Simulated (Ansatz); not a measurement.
Cr3Ru (A15 (Cr3Si type), Pm-3n) under volume change, DFT-PBEsol in the program Ansatz with PAW potentials, scaled uniformly.

| V (Å³/atom) | E − E(relaxed) (meV/atom) | P (GPa) |
|---|---|---|
| 10.866 | 103.3 | 33.49 |
| 11.224 | 43.3 | 20.49 |
| 11.582 | 10.2 | 9.42 |
| 11.941 | 0.0 | -0.01 |
| 12.299 | 9.2 | -8.03 |
| 12.657 | 35.0 | -14.85 |
| 13.015 | 74.9 | -20.64 |

**Question.** What does a third-order Birch–Murnaghan fit give for V₀, B₀ and B′?

**Answer.** V₀ = 11.94 Å³/atom, B₀ = 289 GPa, B′ = 4.4.

The workflow started from a Materials Project entry (that database holds measured and hypothetical structures alike); the Crystallography Open Database copy checked does not list it. Whether it is the stable phase at ambient conditions was not checked. The PBEsol relaxation kept the symmetry of its start; whether a distortion lowers the energy is not shown. The run is not spin-polarised.

Potentials: the later of the program's two PAW sets.
